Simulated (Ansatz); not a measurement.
Input, command and steps of an Ansatz relaxation.

```yaml
crystal:
  lattice:
    - [-2.030607335, 2.030607335, 5.7082315775]
    - [2.030607335, -2.030607335, 5.7082315775]
    - [2.030607335, 2.030607335, -5.7082315775]
  atoms:
    - { symbol: Ba, position: [0.0, 0.0, 0.0] }
    - { symbol: As, position: [0.6436741399, 0.6436741399, 0.0] }
    - { symbol: As, position: [0.3563258601, 0.3563258601, 0.0] }
    - { symbol: Ru, position: [0.75, 0.25, 0.5] }
    - { symbol: Ru, position: [0.25, 0.75, 0.5] }
basis:
  ecutwfc: 420
kpoints:
  mp_grid: { grid: [12, 12, 12] }
hamiltonian:
  xc: pbesol
scf:
  occupations: { method: gaussian, width: 0.1 }
output:
  forces: true
  stress: true
  eigenvalues: true
relax:
  adjacent_minimum: "off"
  f_tol: 0.01
  max_steps: 30
  cell: { stress_tol: 0.1, fix: [volume] }
```

```bash
ansatz run input.yaml --threads 2 --pin off --max-ram 5120MiB --backend cpu --events-out ev --progress --plain --runs-dir out
```

Computed with DFT PBEsol, scalar-relativistic, plane waves, PAW in Ansatz.

The volume is held at 0.91 times that of the relaxed cell.

Of 4 frames 3 are shown, positions in Å and forces in eV/Å; the SCF threshold varies from step to step. Steps run on the plane waves of an earlier cell, with a Pulay correction in the pressure. The basis is chosen afresh for the last frame, the zero of the energies, and at times for earlier ones too; energy and pressure step there, also at an unchanged geometry.

```xyz
5
Lattice="-2.0306 2.0306 5.7082 2.0306 -2.0306 5.7082 2.0306 2.0306 -5.7082" Properties=species:S:1:pos:R:3:forces:R:3 pbc="T T T" step=1 free_energy_over_end_meV_per_atom=3.49 pressure_GPa=11.02
Ba    0.0000    0.0000    0.0000    0.0000    0.0000    0.0000
As    0.0000    0.0000    7.3485    0.0000    0.0000   -0.4491
As    0.0000    0.0000    4.0680    0.0000    0.0000    0.4491
Ru    0.0000    2.0306    2.8541    0.0000    0.0000    0.0000
Ru    2.0306    0.0000    2.8541    0.0000    0.0000    0.0000
5
Lattice="-2.0422 2.0422 5.6438 2.0422 -2.0422 5.6438 2.0422 2.0422 -5.6438" Properties=species:S:1:pos:R:3:forces:R:3 pbc="T T T" step=2 free_energy_over_end_meV_per_atom=0.14 pressure_GPa=9.05
Ba    0.0000    0.0000    0.0000    0.0000    0.0000    0.0000
As    0.0000    0.0000    7.2353    0.0000    0.0000    0.0900
As    0.0000    0.0000    4.0523    0.0000    0.0000   -0.0900
Ru    0.0000    2.0422    2.8219    0.0000    0.0000    0.0000
Ru    2.0422    0.0000    2.8219    0.0000    0.0000    0.0000
5
Lattice="-2.0445 2.0445 5.6309 2.0445 -2.0445 5.6309 2.0445 2.0445 -5.6309" Properties=species:S:1:pos:R:3:forces:R:3 pbc="T T T" step=4 free_energy_over_end_meV_per_atom=0.00 pressure_GPa=9.15
Ba    0.0000    0.0000    0.0000    0.0000    0.0000    0.0000
As    0.0000    0.0000    7.2232    0.0000    0.0000    0.0075
As    0.0000    0.0000    4.0385    0.0000    0.0000   -0.0075
Ru    0.0000    2.0445    2.8154    0.0000    0.0000    0.0000
Ru    2.0445    0.0000    2.8154    0.0000    0.0000    0.0000
```

It took 57 s on 2 threads of Oxide Virtual Turin-like Processor (Zen 5) (shared host), peak memory 0.84 GiB.